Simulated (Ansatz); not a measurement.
Here is the system:

Cs2Ni3S4:
```cif
data_Cs2Ni3S4
_chemical_formula_sum 'Cs2 Ni3 S4'
_space_group_name_H-M_alt 'P 1'
_space_group_IT_number 1
_cell_length_a 8.97203
_cell_length_b 8.00113
_cell_length_c 5.82868
_cell_angle_alpha 79.189
_cell_angle_beta 61.159
_cell_angle_gamma 39.652
loop_
_space_group_symop_operation_xyz
  'x, y, z'
loop_
_atom_site_label
_atom_site_type_symbol
_atom_site_fract_x
_atom_site_fract_y
_atom_site_fract_z
_atom_site_occupancy
Cs1 Cs 0.66301 0.66301 0.33699 1
Cs2 Cs 0.33699 0.33699 0.66301 1
Ni1 Ni 0.00000 0.00000 0.00000 1
Ni2 Ni 0.00000 0.00000 0.50000 1
Ni3 Ni 0.50000 0.50000 0.00000 1
S1 S 0.07222 0.73699 0.26301 1
S2 S 0.92778 0.26301 0.73699 1
S3 S 0.73699 0.07222 0.92778 1
S4 S 0.26301 0.92778 0.07222 1
```

This is the r²SCAN-relaxed structure.

Q: All from DFT-r²SCAN in the program Ansatz with PAW potentials, unless another level is named. Predict the band gap.

A: 1.15 eV (indirect).

Q: Predict the HSE06 gap on the r²SCAN cell.

A: 2.42 eV.

Q: Next, the gap with spin–orbit coupling?

A: 1.14 eV.

Space group Fmmm. The first step of the workflow began from a Materials Project structure, measured or hypothetical; the Crystallography Open Database copy checked does not list it. Its standing as an ambient phase is unchecked. The r²SCAN relaxation kept the symmetry of its start; its stability against distortions is not shown here. The run is not spin-polarised. Scalar-relativistic: spin–orbit coupling is off unless named, which matters more the heavier the elements.

Potentials: the later of the program's two PAW sets.
